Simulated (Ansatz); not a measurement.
Y2C:
Space group R-3m, hexagonal axes (No. 166); a = b = 3.522 Å, c = 18.132 Å, α = β = 90.00°, γ = 120.00°

| atom | site | symmetry | x | y | z |
|---|---|---|---|---|---|
| Y | 6c | 3m | 0.0000 | 0.0000 | 0.2600 |
| C | 3a | -3m | 0.0000 | 0.0000 | 0.0000 |
(The calculation used a cell of 3 atoms; values per cell refer to that cell.)

Relaxed at zero pressure with LDA in the plane-wave PAW code Ansatz.

### Question
The volume is lowered by 9 % and shape and atoms relax at that volume. What pressure results, and how do the axes share the change?

### Answer
7.1 GPa; a -2.5 %, b -2.5 %, c -4.2 %; the energy rises by 40 meV/atom.

### Question
Give the new structure.

### Answer

Space group R-3m, hexagonal axes (No. 166); a = 3.4326 Å, b = 3.4326 Å, c = 17.3746 Å, α = 90.00°, β = 90.00°, γ = 120.00°

| atom | site | symmetry | x | y | z |
|---|---|---|---|---|---|
| Y | 6c | 3m | 0.0000 | 0.0000 | 0.2571 |
| C | 3a | -3m | 0.0000 | 0.0000 | 0.0000 |

The phase is kept; no other phase was compared at this pressure.

The workflow started from a Materials Project entry (that database holds measured and hypothetical structures alike); the Crystallography Open Database files this formula in space group No. 166, but the cells were not matched. Whether it is the stable phase at ambient conditions was not checked. The LDA relaxation kept the symmetry of its start; whether a distortion lowers the energy is not shown. The run is not spin-polarised.

Potentials: the later of the program's two PAW sets.
